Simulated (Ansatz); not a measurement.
Ba (diamond): energy against volume

The calculation used Ansatz, DFT, LDA (PW92), plane waves (420 eV) with PAW, scalar-relativistic. The PAW files were generated under PBE, with cores re-solved for the functional.

The cell is scaled uniformly from the relaxed one, with fractional coordinates and shape fixed. Energies are extrapolated to zero smearing, pressures are those at the given smearing. Magnetic state: spin not included.

A Birch-Murnaghan fit gives V₀ = 48.18 Å³/atom, B₀ = 19.0 GPa, B₀′ = 6.6.

(1) What are the energy above the minimum and the pressure at 42.550 Å³/atom?

(2) What are the energy above the minimum and the pressure at 44.484 Å³/atom?

(3) What are the energy above the minimum and the pressure at 54.154 Å³/atom?

## Answers

(1) 53.3 meV/atom and 3.55 GPa as computed.

(2) 20.6 meV/atom and 2.01 GPa as computed.

(3) 32.5 meV/atom and -1.40 GPa as computed.
